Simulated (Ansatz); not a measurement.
ZnInGaO4:
```cif
data_Ga3In3O12Zn3
_chemical_formula_sum 'Zn3 In3 Ga3 O12'
_space_group_name_H-M_alt 'R3m :H'
_space_group_IT_number 160
_space_group_name_Hall 'R 3 -2"'
_cell_length_a 3.31489
_cell_length_b 3.31489
_cell_length_c 25.74877
_cell_angle_alpha 90.000
_cell_angle_beta 90.000
_cell_angle_gamma 120.000
loop_
_atom_site_label
_atom_site_type_symbol
_atom_site_symmetry_multiplicity
_atom_site_Wyckoff_symbol
_atom_site_fract_x
_atom_site_fract_y
_atom_site_fract_z
_atom_site_occupancy
Zn1 Zn 3 a 0.00000 0.00000 0.78131 1
In1 In 3 a 0.00000 0.00000 0.99706 1
Ga1 Ga 3 a 0.00000 0.00000 0.21286 1
O1 O 3 a 0.00000 0.00000 0.70491 1
O2 O 3 a 0.00000 0.00000 0.28876 1
O3 O 3 a 0.00000 0.00000 0.87883 1
O4 O 3 a 0.00000 0.00000 0.13627 1
```
(The calculation used a cell of 7 atoms; values per cell refer to that cell.)

Relaxed with PBEsol.

Give the optical modes at the zone centre with their infrared activity from DFPT, PBEsol (plane waves, PAW; program Ansatz).

Transverse frequencies, without the LO–TO term; a row sums one degenerate level.

```tsv
ω (cm⁻¹)	degeneracy	IR ((D/Å)²/amu)	activity	symmetry
87	2	0.02	IR	E
132	2	0.03	IR	E
186	1	4.39	IR	A1
218	1	0.67	IR	A1
323	1	18.77	IR	A1
340	2	15.52	IR	E
362	2	20.91	IR	E
412	2	14.81	IR	E
483	1	9.02	IR	A1
547	2	12.28	IR	E
574	1	1.20	IR	A1
626	1	0.60	IR	A1
```

How high does the top mode go among those that the LO–TO term moves?

620 cm⁻¹ for q along x, 620 cm⁻¹ for q along y, 639 cm⁻¹ for q along z.

The cell was relaxed with PBEsol under the symmetry of its start.

Potentials: the later of the program's two PAW sets.
